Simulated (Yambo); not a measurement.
BSE-type run in Yambo on Li$_{2}$WS$_{4}$ (space group I-42m, No. 121), at zero momentum.

Quantum ESPRESSO step (PBEsol, PseudoDojo standard norm-conserving files, scalar-relativistic):
```
&CONTROL
  calculation = 'nscf'
  pseudo_dir = './pseudo'
  outdir = './out'
/
&SYSTEM
  ibrav = 0
  nat = 7
  ntyp = 3
  ecutwfc = 74.0
  ecutrho = 296.0
  occupations = 'fixed'
  force_symmorphic = .true.
  nbnd = 98
/
&ELECTRONS
  conv_thr = 7.000000000000001e-09
  diago_full_acc = .true.
  diago_thr_init = 1e-08
/
ATOMIC_SPECIES
Li 6.9400 Li.upf
S 32.0600 S.upf
W 183.8400 W.upf
CELL_PARAMETERS angstrom
 -2.988948634000   2.988948634000   4.506573893000
  2.988948634000  -2.988948634000   4.506573893000
  2.988948634000   2.988948634000  -4.506573893000
ATOMIC_POSITIONS crystal
Li   0.500000000000   0.000000000000   0.500000000000
Li   0.000000000000   0.500000000000   0.500000000000
S   0.647100049500   0.080108383000   0.000000000000
S   0.919891617000   0.919891617000   0.566991666500
S   0.080108383000   0.647100049500   0.000000000000
S   0.352899950500   0.352899950500   0.433008333500
W   0.000000000000   0.000000000000   0.000000000000
K_POINTS automatic
4 4 4 0 0 0
```

Yambo input:
```
rim_cut
optics
bse
bss
dipoles
em1s
RandQpts= 1000000
RandGvec= 1 Ry
FFTGvecs= 40 Ry
Chimod= "HARTREE"
BSKmod= "SEX"
BSEmod= "resonant"
BSSmod= "hs"
BSENGexx= 15 Ry
BSENGBlk= 3 Ry
% KfnQP_E
 1.784 | 1.0 | 1.0 |
%
% BSEQptR
 1 | 1 |
%
% BSEBands
 11 | 33 |
%
% BEnRange
 0.0 | 11.6 | eV
%
% BDmRange
 0.15 | 0.15 | eV
%
BEnSteps= 232
% BLongDir
 0.0 | 0.0 | 1.0 |
%
BSHayTrs= -0.02
BSSNEig= 24
WRbsWF
% BndsRnXs
 4 | 94 |
%
NGsBlkXs= 3 Ry
% LongDrXs
 1.0 | 1.0 | 1.0 |
%
```

From the report:

The dimension is k points × valence × conduction bands = 64 × 12 × 11 = 8448.
```
  [SLEPC] Approach                          : Krylov-Schur
  [SLEPC] Number of requested eigenvalues   :  24
  [SLEPC] Number of eigenvalues        [NEV]:  24
   [K] Dimension                                    :   8448
   [K] Bands                                        :   11   33
   [K] Exchange res                                 : yes
   [K] Correlation res                              : yes
   [K] W interaction is bare                        : no
   [K] RL vectors exchange                          :  1079
   [K] RL vectors correlation                       :  105
   [W] Matrix size                                  :  105
   [W] Bands                                        :    4   94
   [W] Coulomb Cutoff                               : none
   [W] Hxc Kernel                                   : HARTREE
```
Lowest eigenvalues (eV; in brackets the number of states within 2 meV): 2.98 (2), 3.30 (1), 3.33 (1), 3.40 (1), 3.40 (1), 3.42 (1). They depend on the mesh, which isn't converged, and on the G0W0 scissor.

Spin-orbit coupling is not included.

Geometry relaxed with PBE+D3(BJ).

The structure is a Materials Project entry; no match was found in the copy of COD used, and its stability was not checked.
